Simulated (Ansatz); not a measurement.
Each is relaxed and computed with r²SCAN in the plane-wave PAW code Ansatz. Which is the only one with a gap?
(A) LaSi2Pt2, P4/nmm (Pearson symbol tP10)
(B) Sn4As3, R-3m (Sn on 6c, Sn on 6c, As on 6c, As on 3b)
(C) LaGe2Ru2, I4/mmm (La on 2a, Ge on 4e, Ru on 4d)
(D) LaOF, R-3m (La on 6c, O on 6c, F on 6c)

D, LaOF, R-3m (La on 6c, O on 6c, F on 6c). LaOF: gap 4.67 eV; LaGe2Ru2: metal; Sn4As3: metal; LaSi2Pt2: metal. Standing as an ambient phase not checked: LaOF, R-3m (La on 6c, O on 6c, F on 6c); LaGe2Ru2, I4/mmm (La on 2a, Ge on 4e, Ru on 4d); Sn4As3, R-3m (Sn on 6c, Sn on 6c, As on 6c, As on 3b); LaSi2Pt2, P4/nmm (Pearson symbol tP10). All cells were relaxed under the symmetry of their starts (and spin orders); stability against distortions was not tested throughout. Rows with no word on spin ran without spin polarisation. Spin–orbit coupling is left out wherever it is not named.

Potentials: the earlier of the program's two PAW sets.
